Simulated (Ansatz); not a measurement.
One stationary structure of TiAl3. Calculation: r2SCAN (plane waves to 500 eV, PAW, scalar-relativistic; Ansatz, a first-principles code).

```
CELL_PARAMETERS angstrom
      3.95598     0.00000     0.00000
      0.00000     3.95598     0.00000
      0.00000     0.00000     3.95598
ATOMIC_POSITIONS crystal
  Al 0.50000 0.50000 0.00000
  Al 0.00000 0.50000 0.50000
  Al 0.50000 0.00000 0.50000
  Ti 0.00000 0.00000 0.00000
```

Task: Find the space group and the Wyckoff positions (tolerance 0.01 Å).

Result: Space group Pm-3m (No. 221); a = 3.9560 Å, b = 3.9560 Å, c = 3.9560 Å, α = 90.00°, β = 90.00°, γ = 90.00°

```tsv
atom	site	symmetry	x	y	z
Al	3c	4/mm.m	0.0000	0.5000	0.5000
Ti	1a	m-3m	0.0000	0.0000	0.0000
```

This is the Cu3Au type.

Task: Give the shortest distances between elements (the closest pairs, up to four, under 3.6 Å).

Result: Al–Ti 2.80 Å; Al–Al 2.80 Å.

| Property | Value |
|---|---|
| Volume per atom | 15.48 Å³ |
| Band gap | zero (metallic) |

No spin polarisation in the result.

The run could not lose the symmetry of its start; a randomly shaken copy of 8 atoms returns to this structure.

All atoms sit on sites fixed by symmetry, so only the cell could relax.

The first start was generated by placing the elements on the sites of a structure type. Materials Project lists a structure of TiAl3 in the same space group, Pm-3m (No. 221); the sites were not compared with it, nor with measured phases. Known forms of TiAl3 include space group No. 139.
